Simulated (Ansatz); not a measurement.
CuCl (zinc blende, space group No. 216), plane-wave PAW LDA (Ansatz code): ε∞ = 5.61, cell volume 35.30 Å³. Infrared-active transverse modes:

```json
[
 {"ω_TO (cm⁻¹)": "190.0", "oscillator strength S_xx (e²/amu)": "0.04436"}
]
```

Q: Compute the static dielectric constant.

A: Each mode adds (4.921e7/V) S/ω²: 1.71. So ε0 = 7.32.

Q: What LO frequency does the Lyddane–Sachs–Teller relation give?

A: ω_LO = ω_TO √(ε0/ε∞) = 217 cm⁻¹.

Space group F-43m (zinc blende). Symmetry was held in the LDA relaxation. No spin polarisation was allowed.

Potentials: the earlier of the program's two PAW sets. The files were generated under PBE; for other functionals the program regenerates the frozen cores, and for LDA and PBEsol the local potential too.
